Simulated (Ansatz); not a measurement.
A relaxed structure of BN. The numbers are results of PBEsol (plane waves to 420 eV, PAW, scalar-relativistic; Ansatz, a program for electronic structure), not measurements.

```
CELL_PARAMETERS angstrom
      2.54662     0.00000     0.00000
     -1.27331     2.20543     0.00000
      0.00000     0.00000    12.52948
ATOMIC_POSITIONS crystal
  B  0.00000 0.00000 0.00006
  B  0.00000 0.00000 0.50006
  B  0.66667 0.33333 0.83267
  B  0.33333 0.66667 0.33267
  B  0.66667 0.33333 0.16656
  B  0.33333 0.66667 0.66656
  N  0.00000 0.00000 0.87441
  N  0.00000 0.00000 0.37441
  N  0.66667 0.33333 0.70808
  N  0.33333 0.66667 0.20808
  N  0.66667 0.33333 0.04192
  N  0.33333 0.66667 0.54192
```

### Question
Determine the symmetry and give the standard cell with its independent sites.

### Answer
Space group P6₃mc (No. 186); a = 2.5466 Å, b = 2.5466 Å, c = 12.5295 Å, α = 90.00°, β = 90.00°, γ = 120.00°

```csv
atom,site,symmetry,x,y,z
B,2a,3m.,0.0000,0.0000,0.0001
B,2b,3m.,0.3333,0.6667,0.3327
B,2b,3m.,0.6667,0.3333,0.1666
N,2a,3m.,0.0000,0.0000,0.3744
N,2b,3m.,0.3333,0.6667,0.2081
N,2b,3m.,0.6667,0.3333,0.0419
```

This is the AFLOW prototype AB_hP12_186_a2b_a2b (B6, as in SiC).

### Question
Give the shortest distances between elements (the closest pairs, up to four, under 3.6 Å).

### Answer
B–N 1.56 Å; B–B 2.55 Å; N–N 2.55 Å.

- Volume per atom = 5.86 Å³
- Band gap = 5.04 eV, indirect (valence top at Γ, conduction bottom at M) (no spin-orbit coupling)
- Smallest direct gap = 7.07 eV at M

No spin polarisation in the result.

The run could not lose the symmetry of its start.

The first start was generated by placing the elements on the sites of a structure type. A measured structure of BN has the same space group, P6₃mc (No. 186); the sites were not compared with it.
